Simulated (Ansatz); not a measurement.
WC (NiAs type, P6_3/mmc) at seven volumes, the program Ansatz at the PBE level (PAW), shape and atoms relaxed at each. One row is withheld.

```json
[
 {"V (Å³/atom)": "9.645", "P (GPa)": "42.96"},
 {"V (Å³/atom)": "9.963", "P (GPa)": "?"},
 {"V (Å³/atom)": "10.281", "P (GPa)": "12.11"},
 {"V (Å³/atom)": "10.599", "P (GPa)": "0.01"},
 {"V (Å³/atom)": "10.917", "P (GPa)": "-10.30"},
 {"V (Å³/atom)": "11.235", "P (GPa)": "-19.07"},
 {"V (Å³/atom)": "11.553", "P (GPa)": "-26.53"}
]
```

### Question
Fit the shown pressures and predict the withheld one.

### Answer
P = (3/2)B₀(x^(7/2) − x^(5/2))[1 + (3/4)(B′ − 4)(x − 1)] with x = (V₀/V)^(2/3). Least squares on the six rows gives V₀ = 10.599 Å³/atom, B₀ = 371 GPa, B′ = 4.33. At V = 9.963, x = 1.0421 and P = 26.26 GPa. The run itself gave 26.30 GPa.

The cell is a constructed one: a structure type filled with these elements; neither database checked (COD, Materials Project) lists it. It is not the phase usual at ambient conditions (space group No. 187). The cell was relaxed with PBE under the symmetry of its start; its stability against distortions is not shown here. The run is not spin-polarised. Scalar-relativistic: spin–orbit coupling is off unless named, which matters more the heavier the elements.

Potentials: the later of the program's two PAW sets.
